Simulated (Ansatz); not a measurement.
## 5 guesses for K₃TeH and where they end

Method: Ansatz, DFT PBE, scalar-relativistic, plane waves, PAW. Settings: cutoff 420 eV, Γ-centred meshes spaced at most about 0.3 Å⁻¹, and about 0.25 Å⁻¹ or finer for metals (2π included), Gaussian smearing. No spin polarisation in the final relaxations.

Each guess was relaxed in cell and atoms at zero pressure, within the symmetry of its start. All energies are static (0 K, no zero-point motion). Coordination counts H or Te atoms around K (for each partner element, those within 1.25 times its shortest distance or 1.15 times the sum of covalent radii, where it is the nearest in units of that sum or under 1.3; a slash parts the counts of unlike sites).

| guess | made from | start group | V start (Å³/atom) | end group | V end (Å³/atom) | coordination at the end | gap on mesh (eV) | E over the lowest end (meV/atom) |
| --- | --- | --- | --- | --- | --- | --- | --- | --- |
| 1 | random cell | P6/mmm | 29.6 | P6/mmm | 42.1 | K 4 | 0 | 627 |
| 2 | TmBPd3 type | Pm-3m | 27.6 | Pm-3m (antiperovskite) | 31.3 | K 6 | 2.99 | 0 |
| 3 | random cell | P4/mmm | 36.6 | P4/mmm | 46.4 | K 2 | 0.96 | 315 |
| 4 | random cell | P4/mmm | 30.6 | ? | ? | ? | ? | ? |
| 5 | random cell | P6mm | 34.5 | P6mm | 54.9 | K 2/3 | 1.34 | 389 |

Guess 4 as it starts:

```xyz
5
Lattice="4.5352 0.0000 0.0000 0.0000 4.5352 0.0000 0.0000 0.0000 7.4444" Properties=species:S:1:pos:R:3 pbc="T T T"
K     0.0000    0.0000    2.0475
K     0.0000    0.0000    5.3969
K     2.2676    2.2676    0.0000
Te    2.2676    2.2676    3.7222
H     0.0000    0.0000    0.0000
```

Q: Predict the end of this guess and its energy over the lowest end.

A: It ends in space group P4/mmm (No. 123), with a = 4.613 Å, c = 8.215 Å, 35.0 Å³/atom and a gap of 1.01 eV. It lies 143 meV/atom over the lowest end, above guess 2 and below guess 3. The shortest distance is 2.59 Å (K–H) in this end and 2.69 Å (K–H) in the lowest (guess 2).

```
CELL_PARAMETERS angstrom
4.61317 0.00000 0.00000
0.00000 4.61317 0.00000
0.00000 0.00000 8.21471
ATOMIC_POSITIONS crystal
K 0.00000 0.00000 0.31544
K 0.00000 0.00000 0.68456
K 0.50000 0.50000 0.00000
Te 0.50000 0.50000 0.50000
H 0.00000 0.00000 0.00000
```

Formation energies are uncorrected and refer to the elements' standard structures at the same level (H₂ as a molecule).

Q: Is the lowest end bound against the elements?

A: Yes: its formation energy is −0.702 eV/atom. Whether it is stable depends on the other phases of the system, which aren't compared here.

No dispersion correction is applied, so the spacing and binding between layers, chains or molecules are poorly described (P6mm), and this can change margins and order among such cells. Spin–orbit coupling, which can matter for Te, is left out. Kohn–Sham gaps at this level usually fall short of measured ones. The missing spin–orbit coupling can work the other way here. The reference form of Te is held partly by dispersion forces, which this level lacks. With hydrogen, zero-point motion can shift formation energies by some tens of meV/atom. Cells relaxed within their symmetry can be saddle points. A lower structure may well exist outside this small set. Some candidate types were left out of the draw beforehand, so a known form may be missing.
